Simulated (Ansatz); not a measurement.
MgI₂:
```
MgI2
1.0
    4.16499     0.00000     0.00000
   -2.08250     3.60699     0.00000
    0.00000     0.00000     6.97065
Mg I
1 2
Direct
  0.00000   0.00000   0.00000
  0.33333   0.66667   0.23906
  0.66667   0.33333   0.76094
```

Relaxed with r²SCAN+D4.

Problem. Give the optical modes at the zone centre with their infrared and Raman activity from DFPT, plane-wave PAW r²SCAN+D4 (Ansatz code).

Solution. Transverse frequencies, without the LO–TO term; a row sums one degenerate level.

```tsv
ω (cm⁻¹)	degeneracy	IR ((D/Å)²/amu)	Raman (Å⁴/amu)	activity	symmetry
65	2	0.00	0.52	Raman	Eg
111	1	0.00	33	Raman	A1g
172	2	12.84	0	IR	Eu
263	1	2.55	0	IR	A2u
```

Problem. How high does the top mode go among those that the LO–TO term moves?

Solution. 248 cm⁻¹ for q along x, 248 cm⁻¹ for q along y, 289 cm⁻¹ for q along z.

Space group P-3m1 (CdI2 type). Symmetry was held in the r²SCAN+D4 relaxation; phonons on a q-mesh show no instability. Spin–orbit coupling is left out wherever it is not named.

Potentials: the later of the program's two PAW sets.
